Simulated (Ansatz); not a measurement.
Nb2Si (P6_3/mmc), relaxed with PBE (Ansatz, a quantum-chemistry and plane-wave program, plane waves, PAW): a = b = 4.582 Å, c = 5.397 Å, α = β = 90.00°, γ = 120.00°.

ΔH_f (eV/atom): -0.35
B₀ by P(V) fit (GPa): 182

### Question
The same phase is relaxed and computed with r²SCAN in the same code. What are the cell and these values now?

### Answer
a = 4.5698 Å, b = 4.5698 Å, c = 5.3781 Å, α = 90.00°, β = 90.00°, γ = 120.00°.

ΔH_f (eV/atom): -0.38
B₀ by P(V) fit (GPa): 190

Constructed cells (a structure type filled with these elements, in neither database checked): Nb2Si, P6_3/mmc (Si on 2c, Nb on 2a, Nb on 2d). All cells were relaxed under the symmetry of their starts (and spin orders); stability against distortions was not tested throughout. Rows with no word on spin ran without spin polarisation. Spin–orbit coupling is left out wherever it is not named.

Potentials: the later of the program's two PAW sets.

Ansatz is a plane-wave DFT program.

Formation energies count from the lowest solids of the elements computed at the same level, not from gases.
